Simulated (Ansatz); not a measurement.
Space group Pm-3m (No. 221). a = 3.140 Å, b = 3.140 Å, c = 3.140 Å, α = 90.00°, β = 90.00°, γ = 90.00°
| atom | site | symmetry | x | y | z |
| --- | --- | --- | --- | --- | --- |
| Zn | 1b | m-3m | 0.5000 | 0.5000 | 0.5000 |
| Ag | 1a | m-3m | 0.0000 | 0.0000 | 0.0000 |

Equation of state of this ZnAg structure (not necessarily the ground state), with shape and atoms relaxed at each volume where symmetry leaves them free. It has no gap at any of these volumes. All numbers below come from DFT r2SCAN, scalar-relativistic, plane waves, PAW in Ansatz 0.2.0.

Cutoff 500 eV; k points 14×14×14 on the computed 2-atom cell (Γ-centred); Gaussian smearing, width 0.10 eV; no spin polarisation.

| V (Å³/atom) | E − E(largest V) (meV/atom) | P (GPa) |
| --- | --- | --- |
| 14.548 | 4.43 | 7.92 |
| 15.012 | -11.99 | 3.57 |
| 15.477 | -16.90 | -0.03 |
| 15.941 | -12.34 | -2.98 |
| 16.405 | 0.00 | -5.41 |

Problem. Fit a third-order Birch–Murnaghan equation to E(V).

Solution. V0 = 15.47 Å³/atom, B0 = 109 GPa, B0' = 5.5.

Cost: 5 runs of about 1.2 core-minutes in all, on Intel Xeon Platinum 8375C (Ice Lake) (shared hosts).